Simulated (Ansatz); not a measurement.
Relaxed TiHg (space group P4/mmm):

```
CELL_PARAMETERS angstrom
      2.98407     0.00000     0.00000
      0.00000     2.98407     0.00000
      0.00000     0.00000     4.11248
ATOMIC_POSITIONS crystal
  Ti 0.50000 0.50000 0.50000
  Hg 0.00000 0.00000 0.00000
```

Scan: atom 1 (Ti, nearest neighbour Hg at 2.946 Å; its periodic images, 3.0 Å or more away, move with it) is displaced along Cartesian [111], direction (0.577, 0.577, 0.577) in Cartesian axes, by s. The other atoms stay.

Level of theory: r2SCAN (plane waves to 500 eV, PAW, scalar-relativistic; Ansatz, a first-principles code). k mesh 13×13×9 (Γ-centred), Fermi-Dirac smearing 0.05 eV. The energy includes the smearing's −TS. With partly filled bands, energies and forces of such displacements shift with the k mesh and the smearing. Spin-orbit coupling is left out, though Hg is heavy. TiHg is run without spin polarisation. TiHg was relaxed with its symmetry unable to fall. The zero of ΔE is the undisplaced structure. The last digit holds for this mesh only.

| s (Å) | ΔE (meV/cell) |
|---|---|
| -0.590 | 927.5 |
| -0.472 | 528.0 |
| -0.354 | withheld |
| -0.236 | 110.6 |
| -0.118 | 26.1 |
| 0.000 | 0.0 |
| 0.118 | 26.1 |
| 0.236 | 110.6 |
| 0.354 | withheld |
| 0.472 | 528.0 |
| 0.590 | 927.5 |

Problem. Fit an even polynomial form (powers 2, 4, 6) to the given rows and predict ΔE at s = -0.354.

Solution. Least squares on the 9 given rows: ΔE = (1858)·s² + (2268)·s⁴ + (142.4)·s⁶, in meV/cell with s in Å; root-mean-square residual 0.12 meV/cell. At -0.354 the fit gives 268.7 meV/cell; the calculation gives 269.1 meV/cell, so the interpolation is off by -0.4 (-0.1 %). The quadratic term alone would give 232.8 meV/cell.

(For displaced atoms, the force is minus the slope of the energy, and its curvature is a force constant, which sets phonon frequencies.)
